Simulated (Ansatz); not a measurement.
The start is a relaxed TiSi2 cell, doubled along one cell vector, shaken by Gaussian noise of σ = 0.08 Å a coordinate. The cell and all atomic positions are relaxed at zero pressure with PBE (plane waves to 420 eV, PAW, scalar-relativistic; Ansatz, a program for electronic structure). The first steps use a coarse 4×4×2 k-mesh.

Input geometry:
```yaml
crystal:
  lattice:
    - [5.64298, 0.00000, 0.00000]
    - [0.00000, 5.64298, 0.00000]
    - [0.00000, 0.00000, 11.28595]
  atoms:
    - { symbol: Si, position: [0.72780, 0.73368, 0.38004] }
    - { symbol: Si, position: [0.73977, 0.76644, 0.87887] }
    - { symbol: Si, position: [0.75716, 0.22619, 0.12682] }
    - { symbol: Si, position: [0.76611, 0.24553, 0.63663] }
    - { symbol: Si, position: [0.27177, 0.74174, 0.12427] }
    - { symbol: Si, position: [0.25021, 0.75820, 0.62281] }
    - { symbol: Si, position: [0.26265, 0.25805, 0.36477] }
    - { symbol: Si, position: [0.25325, 0.26428, 0.87292] }
    - { symbol: Ti, position: [0.01999, 0.99739, 0.00266] }
    - { symbol: Ti, position: [0.99462, 0.00233, 0.48202] }
    - { symbol: Ti, position: [0.49973, 0.49495, 0.25629] }
    - { symbol: Ti, position: [0.49185, 0.47896, 0.74782] }
```

Energy released: 1.69 eV/atom
Volume change: -50.0 %, from 29.95 to 14.96 Å³/atom
Shortest distances (start → end): The closest pairs of elements (up to four, under 3.6 Å), start → end: Si–Ti 2.25 → 2.45 Å; Si–Si 3.76 → 2.39 Å; Ti–Ti 4.69 → 2.90 Å
Band gap at the end: no gap (metallic)
Optimiser moves: 71

Final structure:

```xyz
12
Lattice="4.8416 0.0000 0.0000 -0.0218 4.8829 0.0000 -1.5139 -0.3833 7.5949" Properties=species:S:1:pos:R:3 pbc="T T T"
Si     0.8924     2.8511     4.4765
Si    -0.1719     2.7031     1.8955
Si     2.9092    -0.0884     6.0420
Si     2.0037     4.0668     1.3884
Si     1.8317     2.2343     7.3796
Si     0.6266     0.1898     3.4054
Si     3.5439     1.5357     4.3874
Si     0.5037     0.1523     7.0154
Ti     4.5002     0.3303     0.9002
Ti     3.1722     3.9771     3.6623
Ti    -0.6212     2.5236     6.7576
Ti     2.1872     1.6161     2.0874
```

Final values are on a 10×10×6 k-mesh of the relaxed cell. No spin polarisation in the result.

The relaxed structure here is a generated cell of TiSi2: the first start was made by placing the elements on the sites of a structure type, and the end was not matched to a known phase here, so it may be hypothetical. Known forms of TiSi2 include space group No. 63, 70.
